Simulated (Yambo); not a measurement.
```xyz
9
Lattice="5.6851 0.0000 0.0000 -2.8425 4.9234 0.0000 0.0000 0.0000 4.5902" Properties=species:S:1:pos:R:3 pbc="T T T"
F      1.3509     0.7800     3.5450
F      1.4916     4.1434     1.0452
F      4.3341     0.7800     3.5450
F     -1.4916     4.1434     1.0452
F      2.8425     3.3635     3.5450
F      0.0000     1.5599     1.0452
K      0.0000     3.2823     3.2030
K      2.8425     1.6411     1.3872
Ti     0.0000     0.0000     0.0000
```

Workflow: PBEsol (pw.x of Quantum ESPRESSO, ONCV potentials, scalar-relativistic), then G0W0 in Yambo (3×3×2 Γ-centred k mesh, bands 2 to 198 and a 7 Ry block in the screening, 198 bands in G with the Bruneval-Gonze terminator, plasmon pole fitted at 27.2 eV).

**Question.** Give the PBEsol and G0W0 gaps between the band edges found on this mesh, and say where the edges lie.

**Answer.** Edges: Γ → Γ. PBEsol: 4.98 eV; G0W0: 9.51 eV. Nearest settings tried, and what they do to the gap: 6 Ry block (229 vectors against 283): +69 meV. Not varied: bands in G, bands in W, mesh. So the settings aren't converged at that level. 

Geometry of the Materials Project entry, not relaxed at this level.
